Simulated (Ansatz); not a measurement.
A relaxation computed with Ansatz, from input to last step.

```yaml
crystal:
  lattice:
    - [-3.70208261, 3.70208261, 3.70208261]
    - [3.70208261, -3.70208261, 3.70208261]
    - [3.70208261, 3.70208261, -3.70208261]
  atoms:
    - { symbol: Mn, position: [0.0, 0.0, 0.0], spin: 1.47 }
    - { symbol: Al, position: [0.30488384, 0.11970564, 0.8148218] }
    - { symbol: Al, position: [0.69511616, 0.88029436, 0.1851782] }
    - { symbol: Al, position: [0.69511616, 0.50993797, 0.8148218] }
    - { symbol: Al, position: [0.30488384, 0.49006203, 0.1851782] }
    - { symbol: Al, position: [0.11970564, 0.8148218, 0.30488384] }
    - { symbol: Al, position: [0.88029436, 0.1851782, 0.69511616] }
    - { symbol: Al, position: [0.50993797, 0.8148218, 0.69511616] }
    - { symbol: Al, position: [0.49006203, 0.1851782, 0.30488384] }
    - { symbol: Al, position: [0.8148218, 0.30488384, 0.11970564] }
    - { symbol: Al, position: [0.1851782, 0.69511616, 0.88029436] }
    - { symbol: Al, position: [0.8148218, 0.69511616, 0.50993797] }
    - { symbol: Al, position: [0.1851782, 0.30488384, 0.49006203] }
basis:
  ecutwfc: 500
kpoints:
  mp_grid: { grid: [8, 8, 8] }
hamiltonian:
  xc: r2scan
scf:
  occupations: { method: gaussian, width: 0.1 }
output:
  forces: true
  stress: true
  eigenvalues: true
  populations: true
  write_density: true
  write_potential: true
  elf: true
  volumetric_format: npy
magnetization:
  spin_polarized: true
relax:
  adjacent_minimum: "off"
  f_tol: 0.005
  max_steps: 80
  cell: { stress_tol: 0.05 }
```

```bash
ansatz run input.yaml --threads 4 --pin off --max-ram 10240MiB --backend cpu --events-out ev --progress --plain --runs-dir out
```

Level of theory: Ansatz 0.2.0, DFT r2SCAN, scalar-relativistic, plane waves, PAW.

Of 4 frames 3 are shown, positions in Å and forces in eV/Å; the SCF threshold varies from step to step. Steps run on the plane waves of an earlier cell, with a Pulay correction in the pressure. The basis is chosen afresh for the last frame, the zero of the energies, and at times for earlier ones too; energy and pressure can step there, also at an unchanged geometry. Where two frames share a geometry here, they differ by under 2 meV/atom and 0.3 GPa.

```xyz
13
Lattice="-3.7021 3.7021 3.7021 3.7021 -3.7021 3.7021 3.7021 3.7021 -3.7021" Properties=species:S:1:pos:R:3:forces:R:3 pbc="T T T" step=1 free_energy_over_end_meV_per_atom=0.30 pressure_GPa=0.59
Mn    0.0000    0.0000    0.0000    0.0000    0.0000    0.0000
Al    2.3310    3.7021   -1.4447   -0.0176    0.0000   -0.0181
Al    1.3711    0.0000    5.1468    0.0176    0.0000    0.0181
Al    2.3310    3.7021    1.4447   -0.0176    0.0000    0.0181
Al    1.3711    0.0000    2.2574    0.0176    0.0000   -0.0181
Al    3.7021   -1.4447    2.3310    0.0000   -0.0181   -0.0176
Al    0.0000    5.1468    1.3711    0.0000    0.0181    0.0176
Al    3.7021    1.4447    2.3310    0.0000    0.0181   -0.0176
Al    0.0000    2.2574    1.3711    0.0000   -0.0181    0.0176
Al   -1.4447    2.3310    3.7021   -0.0181   -0.0176    0.0000
Al    5.1468    1.3711    0.0000    0.0181    0.0176    0.0000
Al    1.4447    2.3310    3.7021    0.0181   -0.0176    0.0000
Al    2.2574    1.3711    0.0000   -0.0181    0.0176    0.0000
13
Lattice="-3.7117 3.7117 3.7117 3.7117 -3.7117 3.7117 3.7117 3.7117 -3.7117" Properties=species:S:1:pos:R:3:forces:R:3 pbc="T T T" step=2 free_energy_over_end_meV_per_atom=0.02 pressure_GPa=-0.07
Mn    0.0000    0.0000    0.0000    0.0000    0.0000    0.0000
Al    2.3333    3.7117   -1.4540   -0.0173    0.0000    0.0094
Al    1.3784    0.0000    5.1657    0.0173    0.0000   -0.0094
Al    2.3333    3.7117    1.4540   -0.0173    0.0000   -0.0094
Al    1.3784    0.0000    2.2578    0.0173    0.0000    0.0094
Al    3.7117   -1.4540    2.3333    0.0000    0.0094   -0.0173
Al    0.0000    5.1657    1.3784    0.0000   -0.0094    0.0173
Al    3.7117    1.4540    2.3333    0.0000   -0.0094   -0.0173
Al    0.0000    2.2578    1.3784    0.0000    0.0094    0.0173
Al   -1.4540    2.3333    3.7117    0.0094   -0.0173    0.0000
Al    5.1657    1.3784    0.0000   -0.0094    0.0173    0.0000
Al    1.4540    2.3333    3.7117   -0.0094   -0.0173    0.0000
Al    2.2578    1.3784    0.0000    0.0094    0.0173    0.0000
13
Lattice="-3.7111 3.7111 3.7111 3.7111 -3.7111 3.7111 3.7111 3.7111 -3.7111" Properties=species:S:1:pos:R:3:forces:R:3 pbc="T T T" step=4 free_energy_over_end_meV_per_atom=0.00 pressure_GPa=-0.01
Mn    0.0000    0.0000    0.0000    0.0000    0.0000    0.0000
Al    2.3312    3.7111   -1.4534    0.0001    0.0000   -0.0019
Al    1.3799    0.0000    5.1645   -0.0001    0.0000    0.0019
Al    2.3312    3.7111    1.4534    0.0001    0.0000    0.0019
Al    1.3799    0.0000    2.2577   -0.0001    0.0000   -0.0019
Al    3.7111   -1.4534    2.3312    0.0000   -0.0019    0.0001
Al    0.0000    5.1645    1.3799    0.0000    0.0019   -0.0001
Al    3.7111    1.4534    2.3312    0.0000    0.0019    0.0001
Al    0.0000    2.2577    1.3799    0.0000   -0.0019   -0.0001
Al   -1.4534    2.3312    3.7111   -0.0019    0.0001    0.0000
Al    5.1645    1.3799    0.0000    0.0019   -0.0001    0.0000
Al    1.4534    2.3312    3.7111    0.0019    0.0001    0.0000
Al    2.2577    1.3799    0.0000   -0.0019   -0.0001    0.0000
```

Time: 110 s on 4 threads of Oxide Virtual Turin-like Processor (Zen 5), on a shared host, peak memory 1.5 GiB.

The state reached may not be the lowest one. Only parallel moments were tried here.